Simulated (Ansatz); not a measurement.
As2Se: dependence on the functional

Method: plane-wave DFT with PAW (Ansatz). The atoms stay where they are, in a cell that isn't relaxed at these levels; pressure is positive in compression.

```xyz
6
Lattice="-3.5294 3.5294 2.6536 3.5294 -3.5294 2.6536 3.5294 3.5294 -2.6536" Properties=species:S:1:pos:R:3 pbc="T T T"
As    0.0000    5.2941    0.6634
As    0.0000    1.7647    0.6634
As    1.7647    3.5294    1.9902
As   -1.7647    3.5294    1.9902
Se    0.0000    0.0000    2.6536
Se    3.5294    0.0000    1.3268
```

```json
{"occupation rule": "Gaussian smearing, 0.1 eV", "spin treatment": "unpolarised"}
```

```json
{"functional": "PBEsol", "mesh": "8×8×8", "cutoff (eV)": "420", "gap on mesh (eV)": "metal", "P (GPa)": "-3.5"}
{"functional": "LDA", "mesh": "8×8×8", "cutoff (eV)": "420", "gap on mesh (eV)": "metal", "P (GPa)": "-4.9"}
{"functional": "PBE", "mesh": "8×8×8", "cutoff (eV)": "420", "gap on mesh (eV)": "metal", "P (GPa)": "-0.1"}
{"functional": "r2SCAN", "mesh": "8×8×8", "cutoff (eV)": "500", "gap on mesh (eV)": "metal", "P (GPa)": "-1.7"}
```

Rough cost on one shared core, as a multiple of the first run's: LDA 0.8, PBE 0.9, r2SCAN 1.4.